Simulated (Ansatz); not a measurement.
Data:

InP (CsCl type, Pm-3m), a = b = c = 3.387 Å, α = β = γ = 90.00°.

This is the PBEsol-relaxed structure.

All from PBEsol (plane waves, PAW; program Ansatz), unless another level is named. Predict the highest zone-centre frequency.

115 cm⁻¹.

Predict the Debye temperature from the elastic constants.

140 K.

Next, the elastic constants (relaxed ions, GPa)?

C11 = 80.2, C12 = 72.3, C44 = 11.9.

The cell is a constructed one: a structure type filled with these elements; neither database checked (COD, Materials Project) lists it. It is not the phase usual at ambient conditions (space group No. 216). The cell was relaxed with PBEsol under the symmetry of its start; of distortions, only those at the zone centre were tested. As this level gives no gap, shear constants depend on the k-mesh and smearing (Fermi–Dirac, 0.1 eV here). As this level gives no gap, phonon frequencies hold no LO–TO term and depend on the k-mesh and smearing (Fermi–Dirac, 0.1 eV here).

Potentials: the later of the program's two PAW sets.
